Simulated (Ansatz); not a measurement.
Relaxed-ion elastic tensor of PbS (NiAs type, space group No. 194) in GPa (Voigt order), plane-wave PAW r²SCAN (Ansatz code); density 7.36 g/cm³, 27.00 Å³ per atom.

|  | 1 | 2 | 3 | 4 | 5 | 6 |
|---|---|---|---|---|---|---|
| 1 | 77.6 | 38.4 | 42.4 | 0.0 | 0.0 | 0.0 |
| 2 | 38.4 | 77.6 | 42.4 | 0.0 | 0.0 | 0.0 |
| 3 | 42.4 | 42.4 | 115 | 0.0 | 0.0 | 0.0 |
| 4 | 0.0 | 0.0 | 0.0 | 37.3 | 0.0 | 0.0 |
| 5 | 0.0 | 0.0 | 0.0 | 0.0 | 37.3 | 0.0 |
| 6 | 0.0 | 0.0 | 0.0 | 0.0 | 0.0 | 19.6 |

Question: Is the crystal mechanically stable?

Answer: Yes: the smallest eigenvalue of C is 19.6 GPa.

Question: Work out the Voigt, Reuss and Hill averages.

Answer: K_V = 57.4, K_R = 55.3, K_H = 56.3; G_V = 28.6, G_R = 26.2, G_H = 27.4 GPa.

Question: Give Young's modulus, Poisson's ratio, Pugh's ratio and the universal anisotropy index.

Answer: E = 9KG/(3K + G) = 70.7 GPa; ν = 0.29; K/G = 2.06 (ductile by the Pugh limit of 1.75); A_U = 5G_V/G_R + K_V/K_R − 6 = 0.51.

Question: Estimate the sound speeds and the Debye temperature.

Answer: v_l = √((K + 4G/3)/ρ) = 3550 m/s, v_t = √(G/ρ) = 1930 m/s, mean 2150 m/s; Θ = (h/k)(3n/4πV)^(1/3) v_m = 214 K.

Question: How much does each axis shrink under pressure?

Answer: Linear compressibilities β_i = Σ_j S_ij (j = 1 to 3): x 7.4, y 7.4, z 3.2 per TPa.

Space group P6_3/mmc (NiAs type). The start of the workflow was typed in or built on a structure type; neither database checked (COD, Materials Project) lists it. It is not the phase usual at ambient conditions (space group No. 225). The cell was relaxed with r²SCAN under the symmetry of its start; whether a distortion lowers the energy is not shown. Spin–orbit coupling is left out wherever it is not named.

Potentials: the earlier of the program's two PAW sets.
